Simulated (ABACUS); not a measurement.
A self-consistent single point of CsPbCl3 (R32, 5 atoms in the cell; from Materials Project mp-675022, lattice scaled a little).

```yaml
crystal:
  lattice:
    - [3.96032, 2.28649, 3.26030]
    - [-3.96032, 2.28649, 3.26030]
    - [0.00000, -4.57299, 3.26030]
  atoms:
    - { symbol: Cs, position: [0.50000, 0.50000, 0.50000] }
    - { symbol: Pb, position: [0.00000, 0.00000, 0.00000] }
    - { symbol: Cl, position: [0.50000, 0.01860, 0.98140] }
    - { symbol: Cl, position: [0.98140, 0.50000, 0.01860] }
    - { symbol: Cl, position: [0.01860, 0.98140, 0.50000] }
```

All values come from this method and carry its errors: PBEsol, numerical atomic orbitals DZP (confined pseudo-atomic orbitals; energy shift 0.003 Ry), PseudoDojo 0.4 standard norm-conserving PBEsol (tails mended) pseudopotentials (ABACUS).

ABACUS settings:

- basis: DZP numerical atomic orbitals, energy shift 0.003 Ry
- KPT: Gamma 6 6 6 0.5 0.5 0.5
- basis_type: lcao
- dft_functional: PBESOL
- ecutwfc: 100 Ry
- smearing_method: fixed
- potentials: PseudoDojo 0.4 standard norm-conserving PBEsol (tails mended)
- symmetry: 1
- ks_solver: genelpa
- scf_nmax: 100
- scf_thr: 1.0e-07
- mixing_type: broyden

Results:

| Quantity | Value |
|---|---|
| Number of valence electrons | 44 |
| Number of bands | 32 |
| Number of k-points after the program's reduction | 28 |
| Size of the basis | 71 |
| Number of SCF iterations | 10 |
| Free energy E − TS | -3876.3900 eV |

Spin-orbit coupling is left out, which matters for bands and gaps with elements this heavy. The atom-centred basis is finite, which shifts total energies against plane waves. Forces and stress are left out: the polarisation orbitals used for some of these elements are too diffuse to give them reliably, and gaps can carry the same lack. The structure comes from a collection of computed structures, made at another level of theory; the collection holds predicted forms beside known ones. Its lattice was then scaled.

Cost on one core: about 30 core-seconds (a rough figure).

The atomic orbitals were generated for these runs; they are not ABACUS's published sets and were checked against plane waves on a few crystals only.

“Tails mended”: in these copies of the files the far tail of each local potential was reset to the Coulomb form.
